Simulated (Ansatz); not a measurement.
WSi2 (MoSi2 type, space group I4/mmm)

```
CELL_PARAMETERS angstrom
     -1.60128     1.60128     3.90784
      1.60128    -1.60128     3.90784
      1.60128     1.60128    -3.90784
ATOMIC_POSITIONS crystal
  W  0.00000 0.00000 0.00000
  Si 0.33453 0.33453 0.00000
  Si 0.66547 0.66547 0.00000
```

The slice is a (001) plane (indices of the conventional cell) through the point (0.665, 0.665, 0.000) (fractional), spanned by u = [101] and v = [011] in vectors of this cell: u (3.20 Å) and v (3.20 Å, at 90° to u). It covers one period; positions are fractions (u, v).

All values below come from PBEsol (plane waves to 420 eV, PAW, scalar-relativistic; Ansatz, a quantum-chemistry and plane-wave program). k mesh 20×20×20. These are valence fields of a PAW run, semicore shells included where kept as valence: close to a nucleus they are smooth pseudo fields. Spin-orbit coupling is left out, though W is heavy. WSi2 is run without spin polarisation. WSi2 was relaxed with its symmetry unable to fall.

Q: Predict the map of the electron localisation function (ELF) on the slice.

A: 
```
|xxxx14665310001356641xxx|
|xxxx36776421012467763xxx|
|xxx3588864211124688853xx|
|013589987532123578998531|
|346899987532223578999864|
|667899986543334568999876|
|667888876543334567888876|
|556677665443334456677665|
|334455554443334445555443|
|112233444433333444433221|
|001122333333333333322110|
|000112333333333333321100|
|001122333333333333322110|
|112233444433333444433221|
|334455554443334445555443|
|556677665443334456677665|
|667888876543334567888876|
|667899986543334568999876|
|346899987532223578999864|
|013589987532123578998531|
|xxx3588864211124688853xx|
|xxxx36776421012467763xxx|
|xxxx14665310001356641xxx|
|xxxx03665310001356630xxx|
```
Scale: ten equal steps from 0.25 (start of '0') to 0.71 (end of '9'), in the order '0123456789'. Values: electron localisation function (ELF). The map has 24 points along u (one character each, u = 0 at the left) and 24 along v (v = 0 in the bottom row). Points within 0.5 Å of a nucleus are blanked (x), as the pseudised field means little there.
